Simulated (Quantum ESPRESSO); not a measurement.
Band energies of CsO at +2 % isotropic strain

```xyz
4
Lattice="-2.1769 3.2411 3.7921 2.1769 -3.2411 3.7921 2.1769 3.2411 -3.7921" Properties=species:S:1:pos:R:3 pbc="T T T"
O      0.0000     3.9838     0.0000
O      0.0000     2.4983     0.0000
Cs     0.0000     0.0000     1.9702
Cs     0.0000     0.0000     5.6140
```

PBEsol (Quantum ESPRESSO, PseudoDojo norm-conserving, 84 Ry, without SOC); path ΓXLTWRX1ZΓYSW,L1Y,Y1Z; energies in eV from the valence-band maximum.

```
k (1/Å)  point  band 11  band 12  band 13  band 14  band 15  band 16  band 17  band 18
-------  -----  -------  -------  -------  -------  -------  -------  -------  -------
0.00         Γ    -5.49    -3.98    -3.97    -0.71     0.00     1.71     2.13     2.80
0.32              -5.49    -3.91    -3.72    -0.72    -0.14     2.35     2.56     3.19
0.75              -5.41    -3.58    -3.52    -0.65    -0.52     2.49     3.49     4.10
0.96         X    -5.37    -3.64    -3.61    -0.62    -0.58     2.55     3.68     4.11
0.96         L    -5.37    -3.63    -3.62    -0.65    -0.59     2.57     3.50     4.29
1.39         T    -5.38    -3.65    -3.52    -0.77    -0.69     2.60     2.89     3.29
1.52              -5.37    -3.61    -3.54    -0.77    -0.67     2.67     2.96     3.42
1.80         W    -5.35    -3.61    -3.51    -0.79    -0.63     3.07     3.20     3.47
1.92              -5.34    -3.60    -3.51    -0.78    -0.60     3.04     3.17     3.70
2.28         R    -5.31    -3.57    -3.49    -0.76    -0.38     2.67     3.52     4.90
2.40              -5.32    -3.57    -3.51    -0.75    -0.40     2.63     3.54     4.91
2.76        X1    -5.37    -3.64    -3.61    -0.62    -0.58     2.55     3.68     4.11
2.88              -5.35    -3.78    -3.65    -0.63    -0.54     2.52     3.72     3.99
3.25         Z    -5.32    -4.15    -3.69    -0.58    -0.44     2.01     3.52     3.72
3.61              -5.37    -4.10    -3.78    -0.56    -0.38     2.45     2.85     3.20
3.89              -5.46    -4.01    -3.93    -0.68    -0.09     1.90     2.35     3.01
4.07         Γ    -5.49    -3.98    -3.97    -0.71     0.00     1.71     2.13     2.80
4.26              -5.45    -3.95    -3.95    -0.67    -0.08     1.62     2.59     3.06
4.54              -5.38    -3.93    -3.84    -0.54    -0.37     1.90     3.07     4.22
4.91         Y    -5.32    -4.11    -3.70    -0.58    -0.45     2.05     3.28     3.69
5.28              -5.35    -4.00    -3.78    -0.52    -0.45     2.40     3.24     4.14
5.46         S    -5.36    -3.98    -3.80    -0.53    -0.40     2.42     3.70     3.94
5.55              -5.36    -3.96    -3.79    -0.54    -0.42     2.43     3.78     3.93
5.91              -5.35    -3.68    -3.63    -0.67    -0.62     2.74     3.59     3.66
6.18         W    -5.35    -3.61    -3.51    -0.79    -0.63     3.07     3.20     3.47
6.18        L1    -5.37    -3.63    -3.62    -0.65    -0.59     2.57     3.50     4.29
6.47              -5.33    -3.98    -3.70    -0.61    -0.48     2.28     3.34     3.78
6.66         Y    -5.32    -4.11    -3.70    -0.58    -0.45     2.05     3.28     3.69
6.66        Y1    -5.32    -4.11    -3.70    -0.58    -0.45     2.05     3.28     3.69
6.79         Z    -5.32    -4.15    -3.69    -0.58    -0.44     2.01     3.52     3.72
```

The PBEsol gap is indirect, 1.62 eV, from Γ to 22 % of the way from Γ to Y; the smallest direct gap is 1.68 eV.

Geometry strained from the cell relaxed with PBEsol, atoms relaxed again.

The structure is a Materials Project entry; no match was found in the copy of COD used, and its stability was not checked.

Letters of k points follow the standard setting of the lattice, whose axes may be ordered differently from the printed cell.
